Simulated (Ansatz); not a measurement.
These are results of Ansatz 0.2.0, DFT PBE, scalar-relativistic, plane waves, PAW, and for the lanthanide a 4f-in-core norm-conserving potential, not measurements. All cells share a 770 eV cutoff and Γ-centred k meshes spaced at most about 0.3 Å⁻¹ (about 0.25 or finer for metals, 2π included). No spin polarisation in the final relaxations.

All energies are static (0 K, no zero-point motion).

Two relaxed structures of ErH:

1.

Space group P6_3/mmc (No. 194). a = 3.595 Å, b = 3.595 Å, c = 5.350 Å, α = 90.00°, β = 90.00°, γ = 120.00°
| atom | site | symmetry | x | y | z |
| --- | --- | --- | --- | --- | --- |
| Er | 2c | -6m2 | 0.3333 | 0.6667 | 0.2500 |
| H | 2a | -3m. | 0.0000 | 0.0000 | 0.0000 |

2.

Space group P4/mmm (No. 123). a = 3.205 Å, b = 3.205 Å, c = 3.474 Å, α = 90.00°, β = 90.00°, γ = 90.00°
| atom | site | symmetry | x | y | z |
| --- | --- | --- | --- | --- | --- |
| Er | 1b | 4/mmm | 0.0000 | 0.0000 | 0.5000 |
| H | 1d | 4/mmm | 0.5000 | 0.5000 | 0.5000 |

Task: Which would you expect to be lower, and how large is the difference?

Result: Cell 1 is lower, by 0.40 eV/atom. Cell 1 has the anti-nickel arsenide type, space group P6_3/mmc (No. 194), 15.0 Å³/atom and no gap on its mesh; cell 2 has space group P4/mmm (No. 123), 17.8 Å³/atom and no gap. Counting H atoms around Er (those within 1.25 times the shortest such distance or 1.15 times the sum of covalent radii, 1.27 where that leaves under three), cell 1 has Er 6 and cell 2 has Er 4. The denser one is the lower, and pressure would at first widen the difference. Both come from invented guesses. A third cell relaxed alike, in F-43m, lies 55 meV/atom below the lower of the two.

With hydrogen, zero-point motion can shift such differences by 10 meV/atom or more. Cells relaxed within their symmetry can be saddle points.

The lanthanide is trivalent by construction, without f bands, f moments or other valences.
